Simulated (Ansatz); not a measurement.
Ansatz (an electronic-structure program) input:

Ansatz 0.2 input:
```yaml
crystal:
  lattice:
    - [-2.7872534551, 2.7872534551, 4.0161766618]
    - [2.7872534551, -2.7872534551, 4.0161766618]
    - [2.7872534551, 2.7872534551, -4.0161766618]
  atoms:
    - { symbol: Sr, position: [0.25, 0.75, 0.5] }
    - { symbol: Sr, position: [0.75, 0.25, 0.5] }
    - { symbol: Zn, position: [0.5, 0.5, 0.0] }
    - { symbol: W, position: [0.0, 0.0, 0.0] }
    - { symbol: O, position: [0.8024544032, 0.7186696042, 0.5211240073] }
    - { symbol: O, position: [0.1975455968, 0.2813303958, 0.4788759927] }
    - { symbol: O, position: [0.7186696042, 0.1975455968, 0.916215201] }
    - { symbol: O, position: [0.2813303958, 0.8024544032, 0.083784799] }
    - { symbol: O, position: [0.2391364094, 0.2391364094, 0.0] }
    - { symbol: O, position: [0.7608635906, 0.7608635906, 0.0] }
kpoints:
  mp_grid: { grid: [4, 4, 4] }
hamiltonian:
  xc: hse06
  pseudopotentials: { kind: paw }
scf:
  n_extra_bands: 10
  occupations: { method: fixed }
output:
  eigenvalues: true
  eigenstates:
    e_range: [-9.0, 13.1]
    kpoints:
      - [0.0, 0.5, 0.0]  # VBM
      - [0.0, 0.0, 0.5]  # CBM
```

Output (shortened):

```
Pseudopotential: Sr, paw, valence charge 10
Pseudopotential: Zn, paw, valence charge 12
Pseudopotential: W, paw, valence charge 14
Pseudopotential: O, paw, valence charge 6
Functional definition: HSE06
davidson cushion auto → on  (no smearing: the cushion is to keep the highest requested band from converging to the state above it …
Crystal: 10 atoms, lattice volume = 124.803 Å³
Basis set: ecut = 420 eV, 2445 PW (Γ)
Bands: 51, of which v1, the nominal top of the filled ones, is band 41 counted from 1 (40 counted from 0)
Symmetry: 8 space group operations
Space group: I4/m (ITA 87), of the structure as read, at distance tolerance 5.0e-5 Å
k-points: 14 of 64
SCF iter   1: F=—  HF=-24206.528920 eV  |F-HF|=—  |Δ(HF+E_count)|=         —  Δρ=3.57e-3  dr2=3.06e-2  ethr=1.77e-3  ⟨swp⟩=10.6  Hψ=3709  notcnv=0
preconditioner: auto → none
SCF iter   2: F=—  HF=-24206.533169 eV  |F-HF|=—  |Δ(HF+E_count)|=   4.25e-3  Δρ=4.26e-3  dr2=4.61e-2  ethr=3.73e-5  ⟨swp⟩=4.4  Hψ=2220  notcnv=0
iter 3 solved again at ethr=4.15e-7 eV; its pass at ethr=3.73e-5 eV (dr2=3.40e-4 eV) is discarded
SCF iter   3: F=-24206.523864 eV  HF=-24206.523936 eV  |F-HF|=7.14e-5  |Δ(HF+E_count)|=   9.23e-3  Δρ=6.66e-4  dr2=3.33e-4  ethr=4.15e-7  ⟨swp⟩=4.1  Hψ=3795  notcnv=0  defer=1
SCF 1 stopped early in 3 iterations: F = -24206.523864 eV  dr2 = 3.33e-4
Crystal: 10 atoms, lattice volume = 124.803 Å³
Exchange kernel: α = 0.2500, screened, ω = 0.2079 Å⁻¹, Wigner–Seitz truncation, v(0) = 1046.1777 eV·Å³, q-mesh 4×4×4, nearest image of the exchange supercell L …
Frozen-core exchange: fock
SCF iter   1: F=—  HF=-24211.405034 eV  |F-HF|=—  |Δ(HF+E_count)|=         —  Δρ=1.67e-2  dr2=4.46e-1  ethr=4.06e-6  ⟨swp⟩=6.9  Hψ=3693  notcnv=0
preconditioner: auto → none
SCF iter   2: F=—  HF=-24211.351334 eV  |F-HF|=—  |Δ(HF+E_count)|=   5.37e-2  Δρ=1.19e-2  dr2=3.05e-1  ethr=4.06e-6  ⟨swp⟩=5.1  Hψ=3174  notcnv=0
SCF iter   3: F=—  HF=-24211.284964 eV  |F-HF|=—  |Δ(HF+E_count)|=   6.64e-2  Δρ=3.61e-3  dr2=1.44e-2  ethr=4.06e-6  ⟨swp⟩=4.9  Hψ=2843  notcnv=0
SCF iter   4: F=—  HF=-24211.321676 eV  |F-HF|=—  |Δ(HF+E_count)|=   3.67e-2  Δρ=2.66e-3  dr2=5.58e-3  ethr=4.06e-6  ⟨swp⟩=4.2  Hψ=2479  notcnv=0
SCF iter   5: F=—  HF=-24211.319968 eV  |F-HF|=—  |Δ(HF+E_count)|=   1.71e-3  Δρ=3.83e-4  dr2=1.21e-4  ethr=4.06e-6  ⟨swp⟩=4.0  Hψ=1910  notcnv=0
SCF iter   6: F=—  HF=-24211.320453 eV  |F-HF|=—  |Δ(HF+E_count)|=   4.85e-4  Δρ=2.27e-4  dr2=5.19e-5  ethr=9.17e-8  ⟨swp⟩=5.0  Hψ=2293  notcnv=0
SCF iter   7: F=-24211.320437 eV  HF=-24211.320439 eV  |F-HF|=1.39e-6  |Δ(HF+E_count)|=   1.39e-5  Δρ=3.93e-5  dr2=3.25e-6  ethr=6.13e-8  ⟨swp⟩=3.1  Hψ=1902  notcnv=0
SCF 2 stopped early in 7 iterations: F = -24211.320437 eV  dr2 = 3.25e-6
hybrid outer 1: dexx = +4.269e-2 eV, tail = 1.00e-4 eV
Crystal: 10 atoms, lattice volume = 124.803 Å³
Exchange kernel: α = 0.2500, screened, ω = 0.2079 Å⁻¹, Wigner–Seitz truncation, v(0) = 1046.1777 eV·Å³, q-mesh 4×4×4, nearest image of the exchange supercell L …
Frozen-core exchange: fock
SCF iter   1: F=—  HF=-24211.319307 eV  |F-HF|=—  |Δ(HF+E_count)|=         —  Δρ=6.31e-5  dr2=3.91e-6  ethr=6.11e-7  ⟨swp⟩=4.1  Hψ=1767  notcnv=0
preconditioner: auto → none
iter 2 solved again at ethr=3.42e-10 eV; its pass at ethr=3.45e-9 eV (dr2=2.80e-7 eV) is discarded
SCF iter   2: F=—  HF=-24211.319307 eV  |F-HF|=—  |Δ(HF+E_count)|=   3.12e-7  Δρ=2.30e-5  dr2=4.97e-7  ethr=3.42e-10  ⟨swp⟩=2.0  Hψ=4060  notcnv=0
SCF iter   3: F=—  HF=-24211.319309 eV  |F-HF|=—  |Δ(HF+E_count)|=   1.65e-6  Δρ=1.81e-5  dr2=2.17e-7  ethr=3.42e-10  ⟨swp⟩=5.8  Hψ=2514  notcnv=0  defer=1
SCF iter   4: F=-24211.319309 eV  HF=-24211.319309 eV  |F-HF|=9.24e-9  |Δ(HF+E_count)|=   4.41e-8  Δρ=5.83e-6  dr2=2.23e-8  ethr=2.48e-10  ⟨swp⟩=2.7  Hψ=1604  notcnv=0
SCF 3 converged in 4 iterations: F = -24211.319309 eV  dr2 = 2.23e-8
hybrid outer 2: dexx = +1.791e-6 eV, tail = 8.84e-8 eV, Δε = 3.50e-3 eV (about 1.24e-4 eV left of the loop's levels)
the search or the solves at the SCF's close seem to have found levels that the self-consistency loop had missed (the run counts 1) …
NSCF: frozen V_eff on 2 k-points
hybrid SCF converged: 2 outer / 11 inner (+3 warm-up), last move |dexx| = 1.79e-6 eV, tail = 8.84e-8 eV
Stability not checked (fock_operator)
Free energy (F): -24211.319309 eV
Frozen-core exchange: fock
Harris-Foulkes:  -24211.319309 eV  (|F-HF|=9.24e-9)
Internal energy: -24211.319309 eV  (E = F + TS)
E sigma→0 (E₀):  -24211.319309 eV
Fermi energy:    8.420826 eV
--- Per-component energies (eV) ---
  E_band       = -388.465457
  E_kinetic    = 2130.465639
  E_local      = -5737.695580  (includes V_loc(G=0)·N_el)
  E_nonlocal   = 1307.124403
  E_hartree    = 2047.734317
  E_xc         = -954.648585
  E_vxc        = -941.004316  (∫ρ·V_xc dr)
  E_exx        = -246.163549  (= α·E_x^exact, valence–valence)
  E_paw        = -16736.604277  (= ΣΔE_a)
  E_vpaw       = -750.514745  (= ΣTr[D̂ρ^β])
  E_aug_tail   = 0.014084  (compensation charges beyond the density's cutoff)
  E_ewald      = -6018.359599
  E_core_change = -3.186161  (= ΣΔE_core)
  E_smearing   =  0.000000  (= −TS)
  E_closure    = 0.000000  (closes the sum)
  Σ components = -24211.319309   (vs F -24211.319309, Δ=0.00e0)
  [band-id]    e_kinetic+e_local+e_nonlocal+2·e_hartree+e_vxc+2·e_exx+e_vpaw+e_augmentation_tail = -388.468978   (vs E_band -388.465457, Δ=-3.52e-3)
--- Band table (eV; the first three rows and the last of 14) ---
  k-point 0: bands = ["-69.3937", "-32.2340", "-32.2240", "-32.2240", "-25.9548", "-25.8966", "-10.8170", "-10.0106", "-9.8350", "-9.2277", "-9.2277", "-9.2116", "-6.9976", "-6.9976", "-6.7124", "-6.6742", "-6.6411", "-6.6411", "2.0766", "2.0978", "2.2475", …
  k-point 1: bands = ["-69.3937", "-32.2341", "-32.2246", "-32.2243", "-25.9428", "-25.9055", "-10.8021", "-10.0973", "-9.8394", "-9.4468", "-9.3811", "-9.2548", "-6.8171", "-6.7388", "-6.6823", "-6.6330", "-6.4801", "-6.4368", "2.0895", "2.1083", "2.8385", …
  k-point 2: bands = ["-69.3937", "-32.2343", "-32.2251", "-32.2245", "-25.9308", "-25.9144", "-10.8483", "-10.1750", "-9.7826", "-9.6642", "-9.5234", "-9.2238", "-6.6641", "-6.6255", "-6.6155", "-6.4931", "-6.3270", "-6.2351", "1.9390", "2.0836", "2.1571", …
  k-point 13: bands = ["-69.3938", "-32.2350", "-32.2243", "-32.2243", "-25.9318", "-25.9139", "-10.9334", "-10.1613", "-9.8033", "-9.4763", "-9.4763", "-9.2415", "-6.6906", "-6.6906", "-6.6004", "-6.4979", "-6.4979", "-6.1814", "2.0129", "2.0762", "2.1936", …
```

Cost: very roughly 4 core-minutes on shared cores.

The points marked VBM and CBM come from a semilocal run.

The workflow started from a Materials Project entry (that database holds measured and hypothetical structures alike); the Crystallography Open Database copy checked does not list it. COD files the formula under space group No. 14, 225, so this cell is another polymorph or a model. With Zn and W taken as one species the cell has the higher symmetry I4/mcm, so it may be an ordered model of a mixed-site phase. Whether it is the stable phase at ambient conditions was not checked. The r²SCAN relaxation kept the symmetry of its start; whether a distortion lowers the energy is not shown. No spin polarisation was allowed. No Hubbard U is applied. Spin–orbit coupling is left out wherever it is not named.

Potentials: the later of the program's two PAW sets.

Ansatz is a plane-wave DFT program.
